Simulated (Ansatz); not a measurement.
Relaxed WC (WC type, space group P-6m2):

```xyz
4
Lattice="5.8439 0.0000 0.0000 -1.4610 2.5305 0.0000 0.0000 0.0000 2.8473" Properties=species:S:1:pos:R:3 pbc="T T T"
W      0.0000     0.0000     0.0000
W      2.9220     0.0000     0.0000
C      1.4610     0.8435     1.4236
C      4.3829     0.8435     1.4236
```

Scan: atom 1 (W, nearest neighbour C at 2.207 Å; its periodic images, 2.8 Å or more away, move with it) is displaced along Cartesian x, direction (1.000, 0.000, 0.000) in Cartesian axes, by s. The other atoms stay.

Computed with PBE (plane waves to 420 eV, PAW, scalar-relativistic; Ansatz, a first-principles code). k mesh 15×15×13 (Γ-centred), Fermi-Dirac smearing 0.05 eV. E stands for the smeared free energy. With partly filled bands, energies and forces of such displacements shift with the k mesh and the smearing. Spin-orbit coupling is left out, though W is heavy. The PAW data are Ansatz's earlier set. WC is run without spin polarisation. WC was relaxed with its symmetry unable to fall. The zero of ΔE is the undisplaced structure. The last digit holds for this mesh only.

| s (Å) | ΔE (meV/cell) |
|---|---|
| -0.440 | 2523.7 |
| -0.352 | 1630.3 |
| -0.264 | 928.8 |
| -0.176 | 418.4 |
| -0.088 | 105.9 |
| 0.000 | 0.0 |
| 0.088 | 108.6 |
| 0.176 | 436.8 |
| 0.264 | withheld |
| 0.352 | 1749.2 |
| 0.440 | 2716.4 |

Q: Fit a polynomial form (powers 2, 3, 4) to the given rows and predict ΔE at s = 0.264.

A: Least squares on the 10 given rows: ΔE = (13790)·s² + (1185)·s³ + (-1345)·s⁴, in meV/cell with s in Å; root-mean-square residual 4.56 meV/cell. At 0.264 the fit gives 976.4 meV/cell; the calculation gives 985.5 meV/cell, so the interpolation is off by -9.1 (-0.9 %). The quadratic term alone would give 961.1 meV/cell.

(A displaced cell: forces are minus the slopes of the energy, force constants its curvatures, and phonons follow from these.)
